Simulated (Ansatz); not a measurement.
Here is the system:

InAs (zinc blende)

```xyz
4
Lattice="0.0000 6.1863 6.1863 3.0932 0.0000 3.0932 3.0932 3.0932 0.0000" Properties=species:S:1:pos:R:3 pbc="T T T"
As     4.6397     4.6397     4.6397
As     4.6397     7.7329     7.7329
In     0.0000     0.0000     0.0000
In     0.0000     3.0932     3.0932
```

Two-dimensional scan of atom 3 (In, nearest neighbour As at 2.679 Å; its periodic images, 4.4 Å or more away, move with it): u runs along (1.000, 0.000, 0.000), v along (0.000, 1.000, 0.000) (Cartesian). Cell and other atoms are fixed.

All values below come from PBE (plane waves to 420 eV, PAW, scalar-relativistic; Ansatz, a quantum-chemistry and plane-wave program). k mesh 4×8×8 (Γ-centred), Fermi-Dirac smearing 0.05 eV. Energies are smeared free energies. With partly filled bands, energies and forces of such displacements shift with the k mesh and the smearing. At this level the bands of InAs touch or barely overlap; measurements give the solid a gap. InAs was relaxed with its symmetry unable to fall. The zero of ΔE is the undisplaced structure. Axes are in Å.

The scan covers u from -0.670 to 0.670 Å in 5 points and v from -0.670 to 0.670 Å in 5 points.

Task: Is the undisplaced position a minimum, a maximum or a saddle of this map?

Result: A minimum.

Task: What are the two principal curvatures of the energy at the centre?

Result: 6.4 and 7.5 eV/Å².

(A displaced cell: forces are minus the slopes of the energy, force constants its curvatures, and phonons follow from these.)
